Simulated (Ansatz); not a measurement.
Here is the system:

CaO (rock salt, Fm-3m), a = b = c = 4.7841 Å, α = β = γ = 90.00°; the cell used has 2 atoms.

This is the r²SCAN+D4-relaxed structure.

Q: All from r²SCAN+D4 in the plane-wave PAW code Ansatz, unless another level is named. Estimate the Bader charges.

A: Ca +1.52, O -1.52 e.

Q: And the electronic dielectric constant ε∞ (DFPT)?

A: 3.53.

Q: Give the static dielectric constant ε0 (ions relaxed, cell fixed).

A: 13.8.

Q: Predict the Born charges (a third of the trace).

A: Ca +2.33, O -2.33 e.

Symmetry was held in the r²SCAN+D4 relaxation.

Potentials: the later of the program's two PAW sets.
